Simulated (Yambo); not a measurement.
Yambo run on Cs₂WO₂F₄ (space group C2/m, No. 12). The wavefunctions come from this Quantum ESPRESSO step (PBEsol, PseudoDojo standard norm-conserving files, scalar-relativistic):

```
&CONTROL
  calculation = 'nscf'
  pseudo_dir = './pseudo'
  outdir = './out'
/
&SYSTEM
  ibrav = 0
  nat = 9
  ntyp = 4
  ecutwfc = 84.0
  ecutrho = 336.0
  occupations = 'fixed'
  force_symmorphic = .true.
  nbnd = 321
/
&ELECTRONS
  conv_thr = 9.000000000000001e-09
  diago_full_acc = .true.
  diago_thr_init = 1e-08
/
ATOMIC_SPECIES
O 15.9990 O.upf
F 18.9984 F.upf
Cs 132.9055 Cs.upf
W 183.8400 W.upf
CELL_PARAMETERS angstrom
  5.530765000000  -3.104695000000   0.000000000000
  5.530765000000   3.104695000000   0.000000000000
 -0.119917000000   0.000000000000   4.968813000000
ATOMIC_POSITIONS crystal
O   0.858800000000   0.858800000000   0.805700000000
O   0.141200000000   0.141200000000   0.194300000000
F   0.289320000000   0.840320000000   0.773770000000
F   0.710680000000   0.159680000000   0.226230000000
F   0.159680000000   0.710680000000   0.226230000000
F   0.840320000000   0.289320000000   0.773770000000
Cs   0.675000000000   0.675000000000   0.303980000000
Cs   0.325000000000   0.325000000000   0.696020000000
W   0.000000000000   0.000000000000   0.000000000000
K_POINTS automatic
2 2 2 0 0 0
```

Yambo input:

```
rim_cut
gw0
dyson
el_el_corr
HF_and_locXC
ppa
em1d
RandQpts= 1000000
RandGvec= 1 Ry
EXXRLvcs= 84 Ry
VXCRLvcs= 336 Ry
Chimod= "HARTREE"
% BndsRnXp
 2 | 320 |
%
NGsBlkXp= 8 Ry
% LongDrXp
 1.0 | 1.0 | 1.0 |
%
PPAPntXp= 27.2114 eV
% GbndRnge
 1 | 320 |
%
GTermKind= "BG"
DysSolver= "n"
ExtendOut
% QPkrange
 1 | 1 | 36 | 37 |
 2 | 2 | 36 | 37 |
 3 | 3 | 36 | 37 |
 4 | 4 | 36 | 37 |
 5 | 5 | 36 | 37 |
 6 | 6 | 36 | 37 |
%
```

k points by index: 1 = Γ, 2 = (0, 0, -0.5), 3 = (0, -0.5, 0), 4 = (0, -0.5, -0.5), 5 = (-0.5, -0.5, 0), 6 = (-0.5, -0.5, -0.5).

The o-*.qp file then holds:

```
#    K-point    Band    Eo [eV]    E [eV]    E-Eo [eV]    Vxc [eV]    Vnlxc [eV]    Sc|Eo [eV]    Sc|E [eV]    dSc/dw|Eo [eV]    Re(Z)    Im(Z)
#
    1    36    -0.092351    -1.347512    -1.255161    -19.48670    -25.17863    4.108966    4.436777    -7.105914    0.792932    -0.001493
    1    37    2.426235    4.257359    1.831124    -18.46347    -12.55343    -3.676464    -4.078914    -5.980266    0.819825    -0.001117
    2    36    -0.002550    -1.241837    -1.239287    -19.59769    -25.25063    4.090172    4.413644    -7.101716    0.793029    -0.001412
    2    37    2.437007    4.277823    1.840816    -18.52322    -12.58136    -3.695371    -4.101044    -5.996423    0.819426    -0.001110
    3    36    -0.051040    -1.295634    -1.244594    -19.52135    -25.18449    4.093514    4.418548    -7.105570    0.792940    -0.001445
    3    37    2.513889    4.375422    1.861533    -18.82354    -12.86730    -3.679651    -4.094702    -6.066755    0.817694    -0.001153
    4    36    0.000000    -1.241395    -1.241395    -19.61209    -25.27764    4.100044    4.424163    -7.103848    0.792980    -0.001410
    4    37    2.498994    4.354936    1.855942    -18.78611    -12.85478    -3.662190    -4.075391    -6.057901    0.817911    -0.001161
    5    36    -0.103273    -1.351733    -1.248460    -19.29871    -24.92148    4.049160    4.374307    -7.086034    0.793392    -0.001434
    5    37    2.413738    4.247777    1.834039    -18.34112    -12.37110    -3.734123    -4.135989    -5.962100    0.820274    -0.001114
    6    36    -0.091013    -1.348613    -1.257600    -19.33967    -24.98973    4.065239    4.392465    -7.079514    0.793543    -0.001439
    6    37    2.414747    4.250588    1.835841    -18.32799    -12.34393    -3.745941    -4.148220    -5.962354    0.820267    -0.001110
```
(The two width columns are left out.) Convergence of these settings isn't established.

Spin-orbit coupling is not included.

Geometry of the Materials Project entry, not relaxed at this level.

The structure is a Materials Project entry; no match was found in the copy of COD used, and its stability was not checked.
